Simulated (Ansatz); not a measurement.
## What DFT gives for NaIn2Fe

```yaml
crystal:
  lattice:
    - [0.96648, -3.44643, 0.00000]
    - [0.00000, 1.85873, -3.05894]
    - [5.66171, 3.44644, 0.00000]
  atoms:
    - { symbol: Na, position: [0.00000, 0.00000, 0.00000] }
    - { symbol: Fe, position: [0.50000, 0.50000, 0.50000] }
    - { symbol: In, position: [0.22200, 0.77800, 0.66600] }
    - { symbol: In, position: [0.77800, 0.22200, 0.33400] }
```

Method: r2SCAN, no spin polarisation; PAW, plane waves to 500 eV, 10×10×10 Γ-centred mesh, fermi-dirac occupations (width 0.1 eV) (Ansatz 0.2.0), atoms fixed.

- Formation energy: 1.08 eV an atom against the elements' usual phases (free molecules for gases, crystals otherwise, with no correction for O₂ or N₂), so at this geometry it isn't bound against them. Relaxing would lower it.
- Electronic structure: It is a metal, with about 1.7 states/eV a cell as the mean within 0.25 eV of the Fermi level, mostly Fe d (67 %) and In p (20 %).
- Forces: The largest is on In3 (and as large on other atoms): 3.21 eV/Å, components (3.05, 0.85, 0.52). It makes 117° with the line to a nearest neighbour, Fe2 at 2.32 Å.
- Stress: The pressure is 34.3 GPa (compression positive), so with the atoms held at these fractions the cell would first expand; the forces are large, so a full relaxation may end otherwise. The principal stresses 25.0, 39.0, 39.0 GPa differ, so its shape would change too.
- Charges: Bader charges in e: Na +0.78, In -0.14, Fe -0.50. In the mean Na gives up most and Fe takes most.

Origin: a known structure type with other elements, at an estimated volume, so it need not be a known compound. Caveats: no spin polarisation, so a magnetic state may lie lower; atoms or cell far from equilibrium.
